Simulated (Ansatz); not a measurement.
Calculated ²³Na NMR of the central transition for K3NaTi2Si3O12

Cell: a Materials Project structure (computed, not necessarily an observed phase).

Space group R-3c:H (No. 167); a = 9.2481, c = 21.9031 Å, γ = 120.00°.

| site | Wyckoff | site symmetry | x | y | z |
| --- | --- | --- | --- | --- | --- |
| K | 18e | .2 | 0.3171 | 0.3333 | 0.5833 |
| Na | 6b | -3. | 0.0000 | 0.0000 | 0.5000 |
| Ti | 12c | 3. | 0.0000 | 0.0000 | 0.3513 |
| Si | 18e | .2 | 0.9616 | 0.3333 | 0.5833 |
| O19 | 36f | 1 | 0.1905 | 0.0203 | 0.3083 |
| O31 | 36f | 1 | 0.0171 | 0.8322 | 0.4116 |

One atom of each set is listed; the run and its k-mesh use a cell of 42 atoms with edges of 9.05, 9.05, 9.05 Å.

Method: Kohn–Sham DFT in Ansatz, r2SCAN, plane waves and PAW, scalar-relativistic, 500 eV cutoff, Γ-centred 3×3×3 k-points, Fermi–Dirac smearing 0.02 eV.

²³Na has I = 3/2 and Q = 104.0 mb (Pyykkö 2018); at 18.8 T its Larmor frequency is ν₀ = 211.9 MHz. Only the quadrupole interaction is simulated: positions count from each site's isotropic chemical shift, and J coupling is left out, as are shift anisotropy and dipolar coupling, which fast spinning averages.

Simulated pattern of one Na site (fast magic-angle spinning, Gaussian broadening 0.1 kHz):

```tsv
offset (kHz)	height
-3.144	0
-3.051	1
-2.958	4
-2.866	5
-2.773	5
-2.681	5
-2.588	5
-2.496	5
-2.403	5
-2.310	6
-2.218	6
-2.125	6
-2.033	7
-1.940	32
-1.848	78
-1.755	55
-1.662	43
-1.570	38
-1.477	36
-1.385	35
-1.292	34
-1.200	34
-1.107	34
-1.014	36
-0.922	37
-0.829	40
-0.737	44
-0.644	52
-0.552	72
-0.459	100
-0.366	24
-0.274	0
```

(1) Which |C_Q| and η does the pattern imply?

Answers

(1) The pattern spans 2.59 kHz before broadening and its centre of gravity is at -1.21 kHz, which fixes P_Q; the places of the horns and steps fix η. That gives P_Q = 3.20 MHz, |C_Q| = 3.20 MHz and η = 0.00. The sign of C_Q can't be read from the pattern.

An axis of threefold or higher order runs through Na, so V_zz lies along it and η is zero.

At this cell the principal stresses reach 5 GPa in size with r2SCAN, which can matter for small gradients. The largest force is 0.3 eV/Å, so the atoms aren't at the calculated equilibrium and relaxing them would move these values.

Hardware: 1 thread of Arm Neoverse V2 (aarch64; 32 cores open to the job, memory cap 2.5 GiB, no GPU), a shared host with a load of 0.7 a core. Wall time 3.2 min, CPU time 3.2 min, peak memory 2.1 GiB.
